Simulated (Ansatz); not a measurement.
A geometry of Br away from equilibrium: the start of the relaxation of a generated trial cell of Br in the AFLOW prototype A_oC8_64_f. The numbers are results of PBEsol (plane waves to 420 eV, PAW, scalar-relativistic; Ansatz, an electronic-structure program), not measurements. Γ-centred k-mesh 9×9×4 on the run's cell, Fermi–Dirac smearing 0.05 eV.

```xyz
4
Lattice="3.3044 -2.1630 0.0000 3.3044 2.1630 0.0000 0.0000 0.0000 9.0934" Properties=species:S:1:pos:R:3 pbc="T T T"
Br     3.3044    -1.4931     1.0685
Br     3.3044     1.4931     8.0250
Br     3.3044     0.6699     3.4782
Br     3.3044    -0.6699     5.6152
```

**Question.** Give the Cartesian forces on all atoms (eV/Å).

**Answer.** 
```csv
atom,Fx,Fy,Fz
Br1,0.00,-0.64,-0.61
Br2,0.00,0.64,0.61
Br3,0.00,-0.64,0.61
Br4,0.00,0.64,-0.61
```

**Question.** What is the pressure?

**Answer.** -4.1 GPa, compression positive.

No spin polarisation in the result. Without a van der Waals term the distances between weakly bound units are poorly fixed.

The run could not lose the symmetry of its start.
